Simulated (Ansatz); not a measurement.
# Relaxation path: bcc Cr (111), 4 layers

DFT, PBE, all-electron LAPW, scalar-relativistic (Ansatz 0.2.0); a Γ-centred 10×10×1 k mesh, Fermi–Dirac smearing of 0.08 eV, spin-polarised from start moments Cr1 2, Cr2 2, Cr3 2, Cr4 2 μB. The run relaxes the atoms in the fixed cell.

Command: `ansatz run input.yaml --threads 2 --pin off --max-ram 6144MiB --backend cpu --events-out ev --progress --plain --runs-dir out` It took 14 min on 2 threads of Intel(R) Xeon(R) Platinum 8375C CPU @ 2.90GHz (Ice Lake) (shared host), peak memory 1.1 GiB.

```yaml
crystal:
  lattice:
    - [4.0283716178, 0.0, 0.0]
    - [-2.0141858089, 3.4886721569, 0.0]
    - [0.0, 0.0, 18.4669]
  atoms:
    - { symbol: Cr, position: [0.0, 0.0, 0.4345752434], spin: 2.0 }
    - { symbol: Cr, position: [0.3333333333, 0.6666666667, 0.4833414438], spin: 2.0 }
    - { symbol: Cr, position: [0.6666666667, 0.3333333333, 0.5166588674], spin: 2.0 }
    - { symbol: Cr, position: [0.0, 0.0, 0.5654244452], spin: 2.0 }
magnetization:
  spin_polarized: true
kpoints:
  mp_grid: { grid: [10, 10, 1] }
scf:
  occupations: { method: fermi_dirac, width: 0.08 }
hamiltonian:
  xc: pbe
  pseudopotentials: { kind: all_electron, lapw: { basis_error: 0.001 } }
output:
  forces: true
  stress: true
  eigenvalues: true
relax:
  f_tol: 0.01
  max_steps: 12
efield:
  axis: 3
  amplitude: 0
  dipole_correction: true
```

Each step lists its free energy a cell above the last geometry, and Cartesian positions (Å) with forces (eV/Å).

The first step:

```
step 1  dF = 151.82 meV
  Cr 0.0000 0.0000 8.0253   0.0000 0.0000 -1.0950
  Cr 0.0000 2.3258 8.9258   0.0000 0.0000 0.5718
  Cr 2.0142 1.1629 9.5411   0.0000 0.0000 -0.5744
  Cr 0.0000 0.0000 10.4416   0.0000 0.0000 1.0958
```

Antiferromagnetic order, which Cr and Mn prefer near zero pressure, wasn't tried. The magnetic state is the one reached from the start moments; other orders weren't searched. The cell is 1×1, so reconstructions are forbidden, and in slabs of four or five layers the relaxations can be far larger than at a real surface.

Where does the relaxation end, and by which steps?

After 6 geometries, with a shortest distance of 2.368 Å and a cell moment of 3.82 μB. The further steps:
```
step 2  dF = 50.31 meV
  Cr 0.0000 0.0000 7.9804   0.0000 0.0000 -0.5441
  Cr 0.0000 2.3258 8.9599   0.0000 0.0000 0.2696
  Cr 2.0142 1.1629 9.5069   0.0000 0.0000 -0.2692
  Cr 0.0000 0.0000 10.4867   0.0000 0.0000 0.5437
step 3  dF = 6.30 meV
  Cr 0.0000 0.0000 7.9276   0.0000 0.0000 -0.1387
  Cr 0.0000 2.3258 8.9892   0.0000 0.0000 0.1048
  Cr 2.0142 1.1629 9.4778   0.0000 0.0000 -0.1055
  Cr 0.0000 0.0000 10.5392   0.0000 0.0000 0.1393
step 4  dF = 91.52 meV  (not accepted)
  Cr 0.0000 0.0000 7.9276   0.0000 0.0000 -0.3396
  Cr 0.0000 2.3258 9.1747   0.0000 0.0000 -0.2249
  Cr 2.0142 1.1629 9.2922   0.0000 0.0000 0.2249
  Cr 0.0000 0.0000 10.5393   0.0000 0.0000 0.3396
step 5  dF = 0.24 meV
  Cr 0.0000 0.0000 7.9046   0.0000 0.0000 -0.0344
  Cr 0.0000 2.3258 9.0092   0.0000 0.0000 0.0040
  Cr 2.0142 1.1629 9.4577   0.0000 0.0000 -0.0039
  Cr 0.0000 0.0000 10.5624   0.0000 0.0000 0.0342
step 6  dF = 0.00 meV
  Cr 0.0000 0.0000 7.8983   0.0000 0.0000 -0.0035
  Cr 0.0000 2.3258 9.0115   0.0000 0.0000 -0.0034
  Cr 2.0142 1.1629 9.4554   0.0000 0.0000 0.0034
  Cr 0.0000 0.0000 10.5686   0.0000 0.0000 0.0035
```
